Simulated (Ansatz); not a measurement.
Relaxed SrTiO3 (cubic perovskite):

```
CELL_PARAMETERS angstrom
      3.93649     0.00000     0.00000
      0.00000     3.93649     0.00000
      0.00000     0.00000     3.93649
ATOMIC_POSITIONS crystal
  Sr 0.00000 0.00000 0.00000
  Ti 0.50000 0.50000 0.50000
  O  0.00000 0.50000 0.50000
  O  0.50000 0.50000 0.00000
  O  0.50000 0.00000 0.50000
```

In this cell atom 1 (Sr, nearest neighbour O at 2.784 Å; its periodic images, 3.9 Å or more away, move with it) is moved by s along Cartesian [111], unit vector (0.577, 0.577, 0.577); all other atoms and the cell stay fixed.

Level of theory: PBE (plane waves to 420 eV, PAW, scalar-relativistic; Ansatz, an electronic-structure program). k mesh 7×7×7 (Γ-centred), Fermi-Dirac smearing 0.05 eV. Energies are smeared free energies. Left out: 2 of 11 points, with atoms too close for the PAW data. SrTiO3 is run without spin polarisation. SrTiO3 was relaxed with its symmetry unable to fall. The PAW data are Ansatz's earlier set. The zero of ΔE is the undisplaced structure.

```tsv
s (Å)	ΔE (meV/cell)
-0.672	1300
-0.504	withheld
-0.336	219
-0.168	48
0.000	0
0.168	48
0.336	219
0.504	withheld
0.672	1300
```

Fit an even polynomial form (powers 2, 4) to the given rows and predict ΔE at s = 0.504.

Least squares on the 7 given rows: ΔE = (1626)·s² + (2773)·s⁴, in meV/cell with s in Å; root-mean-square residual 0.1 meV/cell. At 0.504 the fit gives 592 meV/cell; the calculation gives 592 meV/cell, the same to the digits shown. The quadratic term alone would give 413 meV/cell.

(A displaced cell: forces are minus the slopes of the energy, force constants its curvatures, and phonons follow from these.)
